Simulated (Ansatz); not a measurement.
GaSb (zinc blende)

```xyz
2
Lattice="0.0000 3.0668 3.0668 3.0668 0.0000 3.0668 3.0668 3.0668 0.0000" Properties=species:S:1:pos:R:3 pbc="T T T"
Sb     4.6001     4.6001     4.6001
Ga     0.0000     0.0000     0.0000
```

E(V) scan at fixed shape, V₀ the volume above. Symmetry pins the atoms to their sites.

The numbers are results of r2SCAN (plane waves to 500 eV, PAW, scalar-relativistic; Ansatz, an electronic-structure program), not measurements. k mesh 13×13×13 (Γ-centred), Fermi-Dirac smearing 0.05 eV. Energies are smeared free energies. Compression counts positive. GaSb was relaxed with its symmetry unable to fall. Spin-orbit coupling is left out, though Sb is heavy. The PAW data are Ansatz's earlier set. The zero of ΔE is the relaxed starting cell.

```json
[
 {"V (Å³/atom)": "24.228", "ΔE (meV/atom)": "withheld"},
 {"V (Å³/atom)": "25.151", "ΔE (meV/atom)": "101.6"},
 {"V (Å³/atom)": "26.074", "ΔE (meV/atom)": "53.4"},
 {"V (Å³/atom)": "26.997", "ΔE (meV/atom)": "22.2"},
 {"V (Å³/atom)": "27.920", "ΔE (meV/atom)": "5.2"},
 {"V (Å³/atom)": "28.843", "ΔE (meV/atom)": "0.0"},
 {"V (Å³/atom)": "29.766", "ΔE (meV/atom)": "4.6"},
 {"V (Å³/atom)": "30.689", "ΔE (meV/atom)": "17.3"},
 {"V (Å³/atom)": "31.612", "ΔE (meV/atom)": "36.8"},
 {"V (Å³/atom)": "32.535", "ΔE (meV/atom)": "61.9"},
 {"V (Å³/atom)": "33.458", "ΔE (meV/atom)": "91.7"}
]
```

Fit a third-order Birch-Murnaghan form (E₀, V₀, B₀, B₀′ free) to the given rows and predict ΔE at V = 24.228.

Least squares on the 10 given rows: ΔE = E₀ + (9V₀B₀/16)·y²·[2 + (B₀′ − 4)y], y = (V₀/V)^(2/3) − 1, with V₀ = 28.845 Å³/atom, B₀ = 52.92 GPa (160.2 GPa = 1 eV/Å³; the term in eV is multiplied by 1000), B₀′ = 4.75, E₀ = 0.01 meV/atom; root-mean-square residual 0.02 meV/atom. At 24.228 the fit gives 170.5 meV/atom; the calculation gives 170.2 meV/atom, so the extrapolation is off by 0.3 (+0.2 %). For the pressure the fit gives 14.0 GPa against the computed 13.9 GPa.

(Under strain, the slope of the energy per volume gives the stress and its curvature an elastic modulus.)
